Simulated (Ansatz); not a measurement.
Run times of several calculations on TiO2

Cell: 24 atoms, space group Pbca, a = 5.149 Å, b = 9.175 Å, c = 5.459 Å, α = 90.00°, β = 90.00°, γ = 90.00°.

All runs are DFT with Ansatz 0.2.0 on 1 thread of AMD EPYC 9R14 (Zen 4) (x86_64; 16 cores open to the job, memory cap 3.0 GiB, no GPU), a shared host.

(1) Rank the runs by wall time, shortest first.
A. single point at relaxed positions, r2SCAN, gradients read without the response of the cores, 500 eV, 4×3×4 k-points, smearing 0.02 eV
B. single point, PBE, gradients read without the response of the cores, 420 eV, 4×3×4 k-points, smearing 0.02 eV
C. relaxation of the ions, PBE, gradients read without the response of the cores, 420 eV, 4×3×4 k-points, smearing 0.02 eV

Answers

(1) B (30 s, 0.81 GiB), A (51 s, 1.3 GiB), C (1.8 min, 0.87 GiB).
